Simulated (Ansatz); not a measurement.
**Is this BaLi2S2 structure a true minimum?**

It was reached by relaxing an invented guess, and it needn't be the stable form of this composition.

All numbers below come from Ansatz 0.2.0, DFT PBE, scalar-relativistic, plane waves, PAW. Plane waves to 420 eV, a k mesh through Γ of 6×6×4 on the computed 5-atom cell and Gaussian smearing (0.02 eV); no spin polarisation.

The cell below (5 atoms, space group P-3m1 (No. 164)) is relaxed within its symmetry.

```cif
data_structure
_symmetry_space_group_name_H-M 'P 1'
_symmetry_Int_Tables_number 1
_cell_length_a 4.2988
_cell_length_b 4.2988
_cell_length_c 7.1362
_cell_angle_alpha 90.000
_cell_angle_beta 90.000
_cell_angle_gamma 120.000
_cell_volume 114.20
loop_
_atom_site_label
_atom_site_type_symbol
_atom_site_fract_x
_atom_site_fract_y
_atom_site_fract_z
_atom_site_occupancy
Ba1 Ba 0.00000 0.00000 0.00000 1
Li1 Li 0.66667 0.33333 0.61243 1
Li2 Li 0.33333 0.66667 0.38757 1
S1 S 0.66667 0.33333 0.27158 1
S2 S 0.33333 0.66667 0.72842 1
```

For the test a repeat of it with 10 atoms (edges 4.30, 7.14, 7.45 Å) was strained at random (σ = 1.5 % a component), the atoms were moved at random (σ = 0.15 Å), and all was relaxed again on a coarse 4×2×2 mesh (in the run’s order of axes) with 0.10 eV smearing, with no symmetry imposed.

Question: What happens?

Answer: It returns, within 1 meV/atom of the unmoved cell on that mesh and with the same symmetry when read at 0.1 Å. So it is stable against the distortions that fit this cell and that this random move excites. Modes that don't fit the cell aren't tested.
